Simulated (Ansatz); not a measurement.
TiS₂:
```cif
data_S2Ti
_chemical_formula_sum 'S2 Ti1'
_space_group_name_H-M_alt 'P 1'
_space_group_IT_number 1
_cell_length_a 3.36020
_cell_length_b 3.36020
_cell_length_c 5.52038
_cell_angle_alpha 90.000
_cell_angle_beta 90.000
_cell_angle_gamma 120.000
loop_
_space_group_symop_operation_xyz
  'x, y, z'
loop_
_atom_site_label
_atom_site_type_symbol
_atom_site_fract_x
_atom_site_fract_y
_atom_site_fract_z
_atom_site_occupancy
S1 S 0.33333 0.66667 0.25870 1
S2 S 0.66667 0.33333 0.74130 1
Ti1 Ti 0.00000 0.00000 0.00000 1
```

Relaxed with PBE+D3(BJ).

### Question
Tabulate the valence density and the electron localisation function along the shortest Ti–Ti contact (3.36 Å), the program Ansatz at the PBE+D3(BJ) level (PAW).

### Answer


| distance from Ti (Å) | density (e/Å³) | ELF |
|---|---|---|
| 0.34 | 8.25 | 0.37 |
| 0.50 | 5.24 | 0.62 |
| 0.67 | 2.31 | 0.57 |
| 0.84 | 0.76 | 0.28 |
| 1.01 | 0.31 | 0.09 |
| 1.18 | 0.20 | 0.08 |
| 1.34 | 0.17 | 0.14 |
| 1.51 | 0.17 | 0.21 |
| 1.68 | 0.17 | 0.23 |
| 1.85 | 0.17 | 0.21 |
| 2.02 | 0.17 | 0.14 |
| 2.18 | 0.20 | 0.08 |
| 2.35 | 0.31 | 0.09 |
| 2.52 | 0.76 | 0.28 |
| 2.69 | 2.31 | 0.57 |
| 2.86 | 5.24 | 0.62 |
| 3.02 | 8.25 | 0.37 |

The density is the valence pseudo-density with augmentation charge, so density and ELF within about 1 Å of a nucleus are not all-electron values.

Space group P-3m1 (CdI2 type). The cell was relaxed with PBE+D3(BJ) under the symmetry of its start; phonons on a q-mesh show no instability. No spin polarisation was allowed.

Potentials: the later of the program's two PAW sets.
